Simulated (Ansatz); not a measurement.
Rb2Te2Pt:
```
Rb2Te2Pt
1.0
   -2.00956     4.08824     5.38356
    2.00956    -4.08824     5.38356
    2.00956     4.08824    -5.38356
Rb Te Pt
2 2 1
Direct
  0.70247   0.20247   0.50000
  0.29753   0.79753   0.50000
  0.21332   0.50000   0.71332
  0.78668   0.50000   0.28668
  0.00000   0.00000   0.00000
```

Relaxed with r²SCAN. Special points in fractions of this cell's reciprocal vectors: Γ (0.000, 0.000, 0.000); X (0.500, 0.500, -0.500); F2 (0.285, 0.715, -0.285); Σ0 (-0.285, 0.285, 0.285); Y0 (0.394, -0.394, 0.394); U0 (0.606, 0.394, -0.394); R (0.000, 0.500, 0.000); W (0.250, 0.250, 0.250); S (0.500, 0.000, 0.000); T (0.000, 0.000, 0.500).

**Question.** List the band energies nearest the valence-band maximum at these points for r²SCAN (plane waves, PAW; program Ansatz).

**Answer.** In eV from the valence-band maximum; about four levels below and three above (degenerate sets whole), none deeper than 8.9 eV; points with the same levels are listed once.

| k | below | above |
|---|---|---|
| Γ | -1.60 -0.75 -0.21 -0.01 | 2.51 2.56 2.75 |
| X | -1.73 -0.68 -0.35 -0.01 | 2.89 3.62 3.78 |
| F2 | -2.00 -1.62 -1.05 -0.21 | 2.53 2.70 2.71 |
| Y0 | -1.74 -0.68 -0.64 -0.09 | 2.83 3.89 3.97 |
| R | -1.97 -1.62 -1.12 0.00 | 2.41 2.70 2.71 |
| W | -1.97 -1.62 -1.04 -0.06 | 1.75 2.78 3.39 |
| S | -1.61 -1.19 -0.69 -0.25 | 2.72 3.44 3.91 |
| T | -1.98 -1.61 -1.04 -0.07 | 1.78 2.75 3.41 |

Space group Immm. The workflow started from a Materials Project entry (that database holds measured and hypothetical structures alike); the Crystallography Open Database copy checked does not list it. Whether it is the stable phase at ambient conditions was not checked. The cell was relaxed with r²SCAN under the symmetry of its start; its stability against distortions is not shown here. The run is not spin-polarised. Scalar-relativistic: spin–orbit coupling is off unless named, which matters more the heavier the elements.

Potentials: the later of the program's two PAW sets.
